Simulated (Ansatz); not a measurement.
In3Rh:
```xyz
16
Lattice="6.9810 0.0000 0.0000 0.0000 6.9810 0.0000 0.0000 0.0000 7.1312" Properties=species:S:1:pos:R:3 pbc="T T T"
In     0.0000     3.4905     0.0000
In     0.0000     3.4905     3.5656
In     3.4905     0.0000     3.5656
In     3.4905     0.0000     0.0000
In     1.0632     1.0632     1.8261
In     5.9178     5.9178     5.3051
In     2.4273     4.5537     5.3918
In     4.5537     2.4273     1.7395
In     5.9178     5.9178     1.8261
In     1.0632     1.0632     5.3051
In     4.5537     2.4273     5.3918
In     2.4273     4.5537     1.7395
Rh     2.4191     2.4191     0.0000
Rh     4.5619     4.5619     0.0000
Rh     1.0714     5.9096     3.5656
Rh     5.9096     1.0714     3.5656
```

Relaxed with PBEsol. Special points in fractions of this cell's reciprocal vectors: Γ (0.000, 0.000, 0.000); X (0.000, 0.500, 0.000); M (0.500, 0.500, 0.000); Z (0.000, 0.000, 0.500); R (0.000, 0.500, 0.500); A (0.500, 0.500, 0.500).

Problem. List the band energies nearest the Fermi level at these points for DFT-PBEsol in the program Ansatz with PAW potentials.

Solution. In eV from the Fermi level; about four levels below and three above (degenerate sets whole), none deeper than 8.9 eV; points with the same levels are listed once.

```csv
k,below,above
Γ,-0.36 -0.36 -0.34 -0.18,0.72 1.02 1.78 1.78
X,-1.41 -1.41 -0.44 -0.44,0.19 0.19 0.55 0.55
M,-1.02 -1.02 -0.36 -0.36,0.64 0.64 1.33 1.33
Z,-1.57 -1.57 -0.36 -0.36,0.37 0.37 0.40 0.40
R,-0.96 -0.96 -0.26 -0.26,0.35 0.35 1.01 1.01
A,-0.78 -0.78 -0.67 -0.67,0.24 0.24 0.58 0.58
```

Space group P4_2/mnm. The first step of the workflow began from a Materials Project structure, measured or hypothetical; the Crystallography Open Database copy checked does not list it. Its standing as an ambient phase is unchecked. The cell was relaxed with PBEsol under the symmetry of its start; its stability against distortions is not shown here. No spin polarisation was allowed. Scalar-relativistic: spin–orbit coupling is off unless named, which matters more the heavier the elements.

Potentials: the later of the program's two PAW sets.
